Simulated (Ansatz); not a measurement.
CsSnI3 in space group Pnma (No. 62; Pearson symbol oP20), DFT-r²SCAN in the program Ansatz with PAW potentials, all energies at zero smearing, with the estimated change up to a 700 eV cutoff added, with one set of potentials and settings (totals compare only within such a set). Cell of 20 atoms (4 Cs, 12 I, 4 Sn): -137255.941 eV.

```json
[
 {"element": "Cs", "reference phase": "Im-3m, 1 atoms in the cell", "E (eV/atom)": "-5685.9274"},
 {"element": "I", "reference phase": "Cmce, 4 atoms in the cell", "E (eV/atom)": "-7528.0245"},
 {"element": "Sn", "reference phase": "Fd-3m, 2 atoms in the cell", "E (eV/atom)": "-6038.6401"}
]
```

Formation energy per atom, worked out: (-137255.941 − 4×(-5685.9274) − 12×(-7528.0245) − 4×(-6038.6401))/20 = -1.069 eV/atom (-103 kJ per mol of atoms), at 0 K, without zero-point energy or fitted corrections.

The r²SCAN relaxation kept the symmetry of its start. The references are the lowest solids computed at this level, not always the standard phases. Spin–orbit coupling is left out wherever it is not named.

Potentials: the later of the program's two PAW sets.
